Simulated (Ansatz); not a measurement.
Here is the system:

ZrGeS:
```yaml
crystal:
  lattice:
    - [3.64030, 0.00000, 0.00000]
    - [0.00000, 3.64030, 0.00000]
    - [0.00000, 0.00000, 8.06358]
  atoms:
    - { symbol: Zr, position: [0.00000, 0.50000, 0.72528] }
    - { symbol: Zr, position: [0.50000, 0.00000, 0.27472] }
    - { symbol: Ge, position: [0.50000, 0.50000, 0.00000] }
    - { symbol: Ge, position: [0.00000, 0.00000, 0.00000] }
    - { symbol: S, position: [0.00000, 0.50000, 0.37841] }
    - { symbol: S, position: [0.50000, 0.00000, 0.62159] }
```

This is the r²SCAN-relaxed structure.

Problem. All from r²SCAN in the plane-wave PAW code Ansatz, unless another level is named. Give the electronic character.

Solution. metallic (no gap).

Problem. Predict the formation energy from the elements (no fitted shifts).

Solution. -1.31 eV/atom.

Problem. Predict the density of states at the Fermi level.

Solution. 0.07 states/eV per atom (mean over ±0.08 eV).

Space group P4/nmm. The workflow started from a Materials Project entry (that database holds measured and hypothetical structures alike); the Crystallography Open Database files this formula in space group No. 129, but the cells were not matched. Its standing as an ambient phase is unchecked. The cell was relaxed with r²SCAN under the symmetry of its start; whether a distortion lowers the energy is not shown. The run is not spin-polarised. The references are the lowest solids computed at this level, not always the standard phases. Scalar-relativistic: spin–orbit coupling is off unless named, which matters more the heavier the elements.

Potentials: the later of the program's two PAW sets.
